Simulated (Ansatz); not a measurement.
Electric field gradients in SnO under strain

The cell is a measured structure from the Crystallography Open Database (COD), relaxed with PBE at fixed cell and then changed (z compressed by 2 %, ions relaxed).

```
CELL_PARAMETERS angstrom
3.79860 0.00000 0.00000
0.00000 3.79860 0.00000
0.00000 0.00000 4.74398
ATOMIC_POSITIONS crystal
Sn 0.50000 0.00000 0.24641
Sn 0.00000 0.50000 0.75359
O 0.00000 0.00000 0.00000
O 0.50000 0.50000 0.00000
```

Atoms are numbered from 1 in the order listed; like atoms form one site, named after its first atom.

The numbers come from a DFT calculation in Ansatz (PBE, plane waves and PAW, scalar-relativistic, 420 eV cutoff, Γ-centred 12×12×10 k-points, Fermi–Dirac smearing 0.05 eV).

Conventions: |V_zz| ≥ |V_yy| ≥ |V_xx|, η = (V_xx − V_yy)/V_zz, C_Q = eQV_zz/h. ν_Q = 3|C_Q|/[2I(2I − 1)].

¹⁷O: I = 5/2, Q = -25.58 mb. Nuclear quadrupole moments: year-2017 set (Pyykkö).

Problem. Give the quadrupolar parameters of the distinct sites.

Solution. 

| site | atoms (order as listed) | first shell | C_Q (MHz) | η | ν_Q (MHz) |
| --- | --- | --- | --- | --- | --- |
| O | 3, 4 | 4 Sn at 2.23 Å | -0.362 | 0.00 | 0.054 |

An axis of threefold or higher order runs through O, so V_zz lies along it and η is zero.

Sn has no stable isotope with a ground-state quadrupole moment in the table, so these sites are left out.

The run finds no gap above 0.1 eV (a metal, or nearly one), so the gradients can move by 10 % or more with the k-mesh. Without spin–orbit coupling (the program notes it for Sn) the gradients can shift somewhat, as the gap is small. Semilocal functionals make gaps too small and can close them, so the real compound need not be a metal.
